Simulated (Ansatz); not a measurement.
Level of theory: DFT PBE, scalar-relativistic, plane waves, PAW in Ansatz. Settings: cutoff 420 eV, Γ-centred meshes spaced at most about 0.3 Å⁻¹, and about 0.25 Å⁻¹ or finer for metals (2π included), Gaussian smearing. Collinear spin in cells that started with moments and kept them past the coarse steps, no spin elsewhere.

All energies are static (0 K, no zero-point motion). All come from trial cells, and lower structures may exist.

**Question.** These unrelaxed guesses for Al2RuCN2 are each relaxed within their symmetry. Order them by the energy at which they end, lowest first.
1.

```xyz
6
Lattice="3.7764 0.0000 0.0000 0.0000 3.7764 0.0000 0.0000 0.0000 5.0063" Properties=species:S:1:pos:R:3 pbc="T T T"
Al    0.0000    1.8882    0.0000
Al    1.8882    0.0000    0.0000
Ru    0.0000    0.0000    2.5032
C     0.0000    0.0000    0.0000
N     1.8882    1.8882    1.3568
N     1.8882    1.8882    3.6495
```

2.

```xyz
6
Lattice="3.0729 0.0000 0.0000 0.0000 3.0729 0.0000 0.0000 0.0000 8.4159" Properties=species:S:1:pos:R:3 pbc="T T T"
Al    1.5365    0.0000    6.7005
Al    0.0000    1.5365    1.7153
Ru    1.5365    1.5365    0.0000
C     0.0000    0.0000    0.0000
N     1.5365    0.0000    2.8574
N     0.0000    1.5365    5.5585
```

3.

```xyz
6
Lattice="-1.8786 1.8786 4.8815 1.8786 -1.8786 4.8815 1.8786 1.8786 -4.8815" Properties=species:S:1:pos:R:3 pbc="T T T"
Al    0.0000    1.8786    2.4408
Al    1.8786    0.0000    2.4408
Ru    0.0000    0.0000    4.8815
C     0.0000    0.0000    0.0000
N     0.0000    0.0000    3.3988
N     0.0000    0.0000    6.3643
```

**Answer.** 2 (ends in P-4m2, 0 meV/atom), 3 (ends in I4/mmm, 0.52 eV/atom), 1 (ends in P4/mmm, 0.82 eV/atom).

Weakly bound directions are ill-defined at this level, which has no dispersion term (P-4m2), and this can change margins and order among such cells. The magnetic state reached may not be the lowest. Cells relaxed within their symmetry can be saddle points. Some types were kept out of the candidates beforehand, so the set may lack a known form.
